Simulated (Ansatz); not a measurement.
**Computed map of one atom of the cell: Si (diamond)**

Si (diamond)

```yaml
crystal:
  lattice:
    - [0.00000, 2.71678, 2.71678]
    - [2.71678, 0.00000, 2.71678]
    - [2.71678, 2.71678, 0.00000]
  atoms:
    - { symbol: Si, position: [0.50000, 0.50000, 0.50000] }
    - { symbol: Si, position: [0.75000, 0.75000, 0.75000] }
```

Two-dimensional scan of atom 1 (Si, nearest neighbour Si at 2.353 Å; its periodic images, 3.8 Å or more away, move with it): u runs along (1.000, 0.000, 0.000), v along (0.000, 1.000, 0.000) (Cartesian). Cell and other atoms are fixed.

These are PBEsol (plane waves to 420 eV, PAW, scalar-relativistic; Ansatz, an electronic-structure program) values and carry that method's errors. k mesh 9×9×9 (Γ-centred), Fermi-Dirac smearing 0.05 eV. Energies are smeared free energies. As the smearing reaches across the gap at some points, energies and forces of such displacements shift with the k mesh and the smearing. Fu and Fv are the components of the force on the atom. Si was relaxed with its symmetry unable to fall. The PAW data are Ansatz's earlier set. The zero of ΔE is the undisplaced structure. Axes are in Å.

ΔE (eV/cell), with u across and v down:

| v \ u | -0.590 | -0.393 | -0.197 | 0.000 | 0.197 | 0.393 | 0.590 |
|---|---|---|---|---|---|---|---|
| -0.590 | 4.615 | 3.152 | 2.199 | 1.875 | 2.199 | 3.152 | 4.615 |
| -0.393 | 3.152 | 1.984 | 1.198 | 0.923 | 1.198 | 1.984 | 3.152 |
| -0.197 | 2.199 | 1.198 | 0.499 | 0.247 | 0.499 | 1.198 | 2.199 |
| 0.000 | 1.875 | 0.923 | 0.247 | 0.000 | 0.247 | 0.923 | 1.875 |
| 0.197 | 2.199 | 1.198 | 0.499 | 0.247 | 0.499 | 1.198 | 2.199 |
| 0.393 | 3.152 | 1.984 | 1.198 | 0.923 | 1.198 | 1.984 | 3.152 |
| 0.590 | 4.615 | 3.152 | 2.199 | 1.875 | 2.199 | 3.152 | 4.615 |

Fv (eV/Å), with u across and v down:

```csv
v \ u,-0.590,-0.393,-0.197,0.000,0.197,0.393,0.590
-0.590,8.37,6.57,5.53,5.15,5.53,6.57,8.37
-0.393,6.29,5.12,4.48,4.31,4.48,5.12,6.29
-0.197,3.29,2.77,2.52,2.44,2.52,2.77,3.29
0.000,0.00,0.00,0.00,0.00,0.00,0.00,0.00
0.197,-3.29,-2.77,-2.52,-2.44,-2.52,-2.77,-3.29
0.393,-6.29,-5.12,-4.48,-4.31,-4.48,-5.12,-6.29
0.590,-8.37,-6.57,-5.53,-5.15,-5.53,-6.57,-8.37
```

Derived quantities:

| Property | Result |
|---|---|
| Principal force constants in the plane (five-point differences of the forces) | 12.9 eV/Å², isotropic |
| Centre of the map | a minimum |
| Lowest place on the grid | u = 0.000 Å, v = 0.000 Å (0 meV/cell) |
| Highest place on the grid, met at several equal points | u = -0.590 Å, v = -0.590 Å; u = 0.590 Å, v = -0.590 Å; u = -0.590 Å, v = 0.590 Å; u = 0.590 Å, v = 0.590 Å (4615 meV/cell) |

The 49 points together took very roughly 9 core-minutes.

(A displaced cell: forces are minus the slopes of the energy, force constants its curvatures, and phonons follow from these.)
